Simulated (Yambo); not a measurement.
Bethe-Salpeter results for K2TiF6

```
CELL_PARAMETERS angstrom
      5.68506     0.00000     0.00000
     -2.84253     4.92341     0.00000
      0.00000     0.00000     4.59016
ATOMIC_POSITIONS crystal
  F  0.31684 0.15842 0.77230
  F  0.68316 0.84158 0.22770
  F  0.84158 0.15842 0.77230
  F  0.15842 0.84158 0.22770
  F  0.84158 0.68316 0.77230
  F  0.15842 0.31684 0.22770
  K  0.33333 0.66667 0.69779
  K  0.66667 0.33333 0.30221
  Ti 0.00000 0.00000 0.00000
```

The geometry is that of Materials Project entry mp-3970, symmetrised and not relaxed again.

BSE in Yambo on LDA (pw.x of Quantum ESPRESSO, ONCV potentials, without SOC) bands: 3×3×4 mesh, 18 valence and 13 conduction bands, static screening with 82 bands and a 3 Ry block, scissor 4.53 eV, Tamm-Dancoff; field along x.

```csv
state,energy (eV),states within 2 meV,relative strength,class,main transitions
1,6.00,1,< 0.01,dark,several band pairs
2,6.10,2,< 0.01,dark,several band pairs
3,6.14,1,< 0.01,dark,several band pairs
4,6.18,1,< 0.01,dark,several band pairs
5,6.20,2,< 0.01,dark,several band pairs
6,6.35,2,0.01,dark,several band pairs
```

These are vertical excitations (zero momentum). The direct quasiparticle gap on this mesh is 9.46 eV; counted from there, state 1 is bound by 3.45 eV. Convergence with the mesh was not shown.

Spin singlets only. Strengths are relative to the strongest of the lowest states of this run; strong means a line over 3 % of the spectrum's maximum, dark under 0.03 %. Absolute energies carry the error of the G0W0 scissor, whose convergence isn't established; the long-wavelength screening was taken along (1,1,1) although the crystal is anisotropic.
